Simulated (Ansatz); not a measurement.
An Ansatz (a first-principles code) relaxation of a randomly generated symmetric cell of SiRu3 (space group No. 47) at the level r2SCAN (plane waves to 500 eV, PAW, scalar-relativistic; Ansatz).

Input of the first round:
Ansatz 0.2 input:
```yaml
crystal:
  lattice:
    - [4.5356994, 0, 0]
    - [0, 5.3435819, 0]
    - [0, 0, 5.6007181]
  atoms:
    - { symbol: Ru, position: [0.5, 0, 0.5] }
    - { symbol: Ru, position: [0, 0.5, 0] }
    - { symbol: Ru, position: [0, 0.5, 0.5] }
    - { symbol: Ru, position: [0.5, 0, 0] }
    - { symbol: Ru, position: [0.7172652, 0.5, 0] }
    - { symbol: Ru, position: [0.2827348, 0.5, 0] }
    - { symbol: Si, position: [0, 0.8907863, 0] }
    - { symbol: Si, position: [0, 0.1092137, 0] }
basis: { ecutwfc: 500, ecutrho_ratio: 4, xc_grid: 4, fft_grid_basis: typed }
kpoints: { mp_grid: { grid: [5, 5, 4] } }
hamiltonian:
  xc: r2scan
  dispersion: none
  pseudopotentials: { kind: paw }
scf: { occupations: { method: fermi_dirac, width: 0.05 } }
relax: { f_tol: 0.01, max_steps: 100, cell: { stress_tol: 0.02 } }
output: { forces: true, stress: true }
```

The end of the output (long lines and the closing message left out):

```
SCF iter   8: F=—  HF=-36455.442519 eV  |F-HF|=—  |Δ(HF+E_count)|=    2.39e0  Δρ=1.57e-1  dr2=8.48e1  dr2_τ=5.80e-1  ethr=1.77e-3  ⟨swp⟩=7.6  Hψ=3902  notcnv=0  defer=36
SCF iter   9: F=—  HF=-36451.613466 eV  |F-HF|=—  |Δ(HF+E_count)|=    3.83e0  Δρ=6.56e-2  dr2=1.42e1  dr2_τ=7.59e-1  ethr=1.77e-3  ⟨swp⟩=6.3  Hψ=4281  notcnv=0  defer=33
SCF iter  10: F=—  HF=-36451.205033 eV  |F-HF|=—  |Δ(HF+E_count)|=   4.08e-1  Δρ=3.06e-2  dr2=2.35e0  dr2_τ=8.81e-2  ethr=1.77e-3  ⟨swp⟩=3.8  Hψ=2570  notcnv=0  defer=30
SCF iter  11: F=—  HF=-36451.318644 eV  |F-HF|=—  |Δ(HF+E_count)|=   1.14e-1  Δρ=5.50e-2  dr2=9.76e0  dr2_τ=3.95e-1  ethr=1.77e-3  ⟨swp⟩=2.9  Hψ=1958  notcnv=0  defer=28  recentre
SCF iter  12: F=—  HF=-36451.113992 eV  |F-HF|=—  |Δ(HF+E_count)|=   2.05e-1  Δρ=1.21e-2  dr2=4.45e-1  dr2_τ=1.45e-2  ethr=1.77e-3  ⟨swp⟩=1.9  Hψ=2041  notcnv=0  defer=29
SCF iter  13: F=—  HF=-36451.099392 eV  |F-HF|=—  |Δ(HF+E_count)|=   1.46e-2  Δρ=4.77e-3  dr2=6.52e-2  dr2_τ=3.20e-3  ethr=4.28e-4  ⟨swp⟩=2.4  Hψ=1829  notcnv=0  defer=31
SCF iter  14: F=—  HF=-36451.098231 eV  |F-HF|=—  |Δ(HF+E_count)|=   1.16e-3  Δρ=1.99e-3  dr2=9.77e-3  dr2_τ=2.23e-4  ethr=6.27e-5  ⟨swp⟩=1.9  Hψ=1962  notcnv=0  defer=30
SCF iter  15: F=—  HF=-36451.097926 eV  |F-HF|=—  |Δ(HF+E_count)|=   3.05e-4  Δρ=8.83e-4  dr2=2.32e-3  dr2_τ=5.58e-5  ethr=9.40e-6  ⟨swp⟩=1.7  Hψ=1853  notcnv=0  defer=30
SCF iter  16: F=—  HF=-36451.097856 eV  |F-HF|=—  |Δ(HF+E_count)|=   6.95e-5  Δρ=3.00e-4  dr2=1.37e-4  dr2_τ=6.28e-6  ethr=2.23e-6  ⟨swp⟩=1.5  Hψ=1719  notcnv=0  defer=30
SCF iter  17: F=—  HF=-36451.097857 eV  |F-HF|=—  |Δ(HF+E_count)|=   1.33e-6  Δρ=1.08e-4  dr2=1.92e-5  dr2_τ=6.83e-7  ethr=1.31e-7  ⟨swp⟩=2.1  Hψ=2313  notcnv=0  defer=30
SCF iter  18: F=—  HF=-36451.097856 eV  |F-HF|=—  |Δ(HF+E_count)|=   1.50e-6  Δρ=4.25e-5  dr2=1.98e-6  dr2_τ=1.15e-7  ethr=1.85e-8  ⟨swp⟩=1.9  Hψ=1891  notcnv=0  defer=30
SCF iter  19: F=—  HF=-36451.097856 eV  |F-HF|=—  |Δ(HF+E_count)|=   1.76e-7  Δρ=1.23e-5  dr2=2.86e-7  dr2_τ=9.27e-9  ethr=1.90e-9  ⟨swp⟩=2.6  Hψ=2683  notcnv=0  defer=30
SCF iter  20: F=-36451.097856 eV  HF=-36451.097856 eV  |F-HF|=4.27e-8  |Δ(HF+E_count)|=   4.44e-9  Δρ=6.77e-6  dr2=5.88e-8  dr2_τ=4.44e-9  ethr=9.62e-11  ⟨swp⟩=5.7  Hψ=6498  notcnv=0
```

Task: How did the run end, and can its numbers be used?

Result: The SCF loop settled, but the program refused the state: its check on the PAW one-centre occupations went over the threshold; here atoms lie far too close. The program's message (shortened): “refused after 20 iterations: one_centre_occupation = 2.01e0 (threshold 2.00e0); read on the Ru atom at site 1 (counted from 0). The loop had accepted its state.” The shortest distance in this cell is Si–Si 1.17 Å. No relaxed structure or energy should be taken from it.
